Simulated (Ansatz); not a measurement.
AlNi:
```xyz
4
Lattice="1.3200 -4.6491 0.0000 1.3200 4.6491 0.0000 0.0000 0.0000 3.9724" Properties=species:S:1:pos:R:3 pbc="T T T"
Al     1.3200    -1.4509     0.9931
Ni     1.3200    -3.9222     0.9931
Al     1.3200     1.4509     2.9793
Ni     1.3200     3.9222     2.9793
```

Relaxed with r²SCAN.

Question: Map the electron localisation function on the plane through (0.656, 0.344, 0.250) spanned by u = [1, 1, 0] and v = [1, -1, 0] in lattice vectors, from the program Ansatz at the r²SCAN level (PAW).

Answer: x is the fraction of u, y of v (the angle between them is 90°; rows are the nearest grid lines); atoms in the plane: Al at (0.00, 0.00), Al at (0.50, 0.50), Ni at (0.00, 0.27), Ni at (0.50, 0.77).
```
y \ x   0.000  0.0625  0.188  0.250  0.375  0.438  0.562  0.625  0.750  0.812  0.938   1.00
------  -----  ------  -----  -----  -----  -----  -----  -----  -----  -----  -----  -----
1.00    0.811   0.234  0.037  0.165  0.535  0.587  0.587  0.535  0.165  0.037  0.234  0.811
0.925   0.169   0.202  0.426  0.521  0.559  0.545  0.545  0.559  0.521  0.426  0.202  0.169
0.850   0.389   0.369  0.238  0.194  0.179  0.177  0.177  0.179  0.194  0.238  0.369  0.389
0.775   0.326   0.247  0.152  0.224  0.831  0.967  0.967  0.831  0.224  0.152  0.247  0.326
0.700   0.312   0.275  0.158  0.167  0.241  0.277  0.277  0.241  0.167  0.158  0.275  0.312
0.625   0.301   0.309  0.379  0.436  0.537  0.565  0.565  0.537  0.436  0.379  0.309  0.301
0.550   0.424   0.420  0.336  0.232  0.062  0.043  0.043  0.062  0.232  0.336  0.420  0.424
0.450   0.624   0.626  0.567  0.433  0.082  0.034  0.034  0.082  0.433  0.567  0.626  0.624
0.375   0.168   0.176  0.250  0.316  0.423  0.439  0.439  0.423  0.316  0.250  0.176  0.168
0.300   0.858   0.796  0.335  0.205  0.171  0.260  0.260  0.171  0.205  0.335  0.796  0.858
0.225   0.748   0.677  0.291  0.190  0.168  0.259  0.259  0.168  0.190  0.291  0.677  0.748
0.150   0.331   0.330  0.321  0.317  0.303  0.301  0.301  0.303  0.317  0.321  0.330  0.331
0.0750  0.321   0.330  0.367  0.378  0.370  0.357  0.357  0.370  0.378  0.367  0.330  0.321
0.000   0.811   0.234  0.037  0.165  0.535  0.587  0.587  0.535  0.165  0.037  0.234  0.811
```

The density is the valence pseudo-density with augmentation charge, so density and ELF within about 1 Å of a nucleus are not all-electron values.

Space group Cmcm. The start of the workflow was typed in or built on a structure type; neither database checked (COD, Materials Project) lists it. It is not the phase usual at ambient conditions (space group No. 221). The r²SCAN relaxation kept the symmetry of its start; its stability against distortions is not shown here. The workflow began spin-polarised and lost its moments.

Potentials: the earlier of the program's two PAW sets.
